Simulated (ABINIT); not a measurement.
# Moving the choice of potentials or basis in NbTe

Symmetry: P-6m2, No. 187, hexagonal system. The conventional cell has a = 3.703 Å, b = 3.703 Å, c = 3.694 Å, α = 90.00°, β = 90.00°, γ = 120.00°. Te (site symmetry -6m2) has 6 Nb at 2.83 Å as nearest neighbours. Nb (site symmetry -6m2) has 6 Te at 2.83 Å as nearest neighbours.

The cell comes from a database or a generator and needn't be the stable form of this composition.

Kept alike: task band structure; functional PBE; k mesh 8 × 8 × 7; occupations fermi-dirac, width 0.05 eV; no spin polarisation. Program: ABINIT. Cutoffs run from 435 to 1442 eV. The mesh is that of the run's cell of 2 atoms. No spin-orbit coupling.

```csv
choice of potentials or basis,pressure (GPa)
Ansatz NC PBE,-0.62
JTH PAW PBE v2.0,-0.06
PseudoDojo NC SR PBE v0.4 stringent,-0.58
PseudoDojo NC SR PBE v0.4.1 standard,-0.23
SG15 NC PBE v1.2,-0.33
SPMS NC PBE v1.0,-0.32
```

Pressure is positive in compression; the values hold the error of the finite cutoff, so their zero can differ a little from the energy's minimum. For a metal such a mesh leaves the last digits unconverged.

What does the choice of potentials or basis change here?

The pressure runs from -0.62 (Ansatz NC PBE) to -0.06 GPa (JTH PAW PBE v2.0).
